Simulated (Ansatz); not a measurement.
TiN (rock salt, Fm-3m) under volume change, PBE in the plane-wave PAW code Ansatz, scaled uniformly.

| V (Å³/atom) | E − E(relaxed) (meV/atom) | P (GPa) |
|---|---|---|
| 8.711 | 79.1 | 31.93 |
| 8.999 | 33.3 | 19.56 |
| 9.286 | 7.9 | 9.02 |
| 9.573 | 0.0 | 0.02 |
| 9.860 | 7.0 | -7.67 |
| 10.147 | 26.9 | -14.24 |
| 10.435 | 57.5 | -19.85 |

Task: What does a third-order Birch–Murnaghan fit give for V₀, B₀ and B′?

Result: V₀ = 9.57 Å³/atom, B₀ = 277 GPa, B′ = 4.3.

Symmetry was held in the PBE relaxation; phonons on a q-mesh show no instability. The run is not spin-polarised.

Potentials: the later of the program's two PAW sets.
